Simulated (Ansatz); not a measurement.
WN2:
```yaml
crystal:
  lattice:
    - [2.87783, 0.00000, 0.00000]
    - [-1.43892, 2.49227, 0.00000]
    - [0.00000, 0.00000, 3.86725]
  atoms:
    - { symbol: W, position: [0.66667, 0.33333, 0.50000] }
    - { symbol: N, position: [0.00000, 0.00000, 0.81951] }
    - { symbol: N, position: [0.00000, 0.00000, 0.18049] }
```

Tensor components refer to the Cartesian frame of this cell.

### Question
Give the high-frequency dielectric tensor and the Born effective charge tensors of the independent atoms from DFPT, DFT-LDA in the program Ansatz with PAW potentials.

### Answer

ε∞:
```
14.5  0.00  0.00
0.00  14.5  0.00
0.00  0.00  10.9
```
Z* of atom 1 (W), rows: field, columns: displacement, in e:
```
 0.42   0.00   0.00
 0.00   0.42   0.00
 0.00   0.00  -0.41
```
Z* of atom 2 (N), rows: field, columns: displacement, in e:
```
-0.21   0.00   0.00
 0.00  -0.21   0.00
 0.00   0.00   0.21
```

Space group P-6m2. The first step of the workflow began from a Materials Project structure, measured or hypothetical; the Crystallography Open Database copy checked does not list it. Whether it is the stable phase at ambient conditions was not checked. Symmetry was held in the LDA relaxation; whether a distortion lowers the energy is not shown. No spin polarisation was allowed. Spin–orbit coupling is left out wherever it is not named.

Potentials: the later of the program's two PAW sets.
